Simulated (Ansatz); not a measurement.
## Two inputs for TlCl with Na replacing Tl

Cell: a supercell of TlCl (CsCl type, Pm-3m) built from a Materials Project structure (computed, not necessarily an observed phase), with all atoms left at the host's positions.

Space group Fm-3m (No. 225); a = 15.3499 Å.

```csv
site,Wyckoff,site symmetry,x,y,z
Na,4a,m-3m,0.0000,0.0000,0.0000
Tl2,24d,m.mm,0.0000,0.2500,0.2500
Tl5,8c,-43m,0.2500,0.2500,0.2500
Tl8,24e,4m.m,0.2500,0.5000,0.5000
Tl12,4b,m-3m,0.5000,0.5000,0.5000
Cl17,32f,.3m,0.1250,0.1250,0.1250
Cl21,32f,.3m,0.3750,0.3750,0.3750
```

One atom of each set is listed; the run and its k-mesh use a cell of 32 atoms with edges of 10.85, 10.85, 10.85 Å.

Reference run. Level of theory: DFT, PBE, plane waves and PAW, scalar-relativistic, 420 eV cutoff, Γ-centred 2×2×2 k-points, Fermi–Dirac smearing 0.01 eV (Ansatz 0.2.0).

(1) The input is changed as follows: `hamiltonian.pseudopotentials`: {kind: paw} → {kind: paw, source: ansatz}. What happens to V_zz (10²¹ V/m²) and η?

## Answers

(1) 

```csv
site,V_zz reference,η reference,V_zz changed,η changed
Na,0.00,–,0.00,–
Tl2,-0.027,0.69,-0.034,0.66
Tl8,-0.059,0.00,-0.061,0.00
Cl17,0.054,0.00,0.050,0.00
Cl21,0.052,0.00,0.052,0.00
```

No V_zz moves by more than 0.01. Other sites without a gradient aren't listed. The cutoff that the program takes moves with it, from 420 to 700 eV. The changed run reads another set of PAW files, with 436 valence electrons a neutral cell instead of 316. SCF iterations: 6 and 10.

On the reference run: The defect repeats with the cell of 32 atoms, so it feels its images: sites between two images don't show the values beside a lone defect, and zeros or small values of η there can come from the images' arrangement. Spin–orbit coupling is left out, which shifts gradients on Tl by a few per cent, and by more where contributions nearly cancel. The neighbours have not yet relaxed around the defect (largest force 0.20 eV/Å), so a real crystal will differ.
